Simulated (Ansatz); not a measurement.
A geometry of Mg away from equilibrium: the start of the relaxation of a relaxed Mg cell deformed by the Cartesian strain tensor (xx, yy, zz, yz, xz, xy) = (-0.051, -0.038, -0.004, -0.009, 0.062, -0.029). Level of theory: PBE (plane waves to 420 eV, PAW, scalar-relativistic; Ansatz, a program for electronic structure). Γ-centred k-mesh 13×12×6 on the run's cell (coarser than for final values), Fermi–Dirac smearing 0.05 eV.

```xyz
2
Lattice="3.0237 -0.0940 0.1991 -1.5932 2.7014 -0.1230 0.3265 -0.0444 5.2026" Properties=species:S:1:pos:R:3:forces:R:3 pbc="T T T" free_energy=-3847.480 pressure_GPa=4.9
Mg     0.1906     1.7363     3.8863    0.0465    0.0988   -0.0442
Mg     1.5663     0.8267     1.3924   -0.0465   -0.0988    0.0442
```

Positions in Å, forces in eV/Å, free energy of the cell in eV (comparable only within this code, potentials and settings). Largest force: 0.12 eV/Å, on Mg1, Mg2 (atoms numbered as listed); the geometry lies 0.07 eV/atom above the end of its relaxation.

No spin polarisation in the result.

The run could not lose the symmetry of its start.
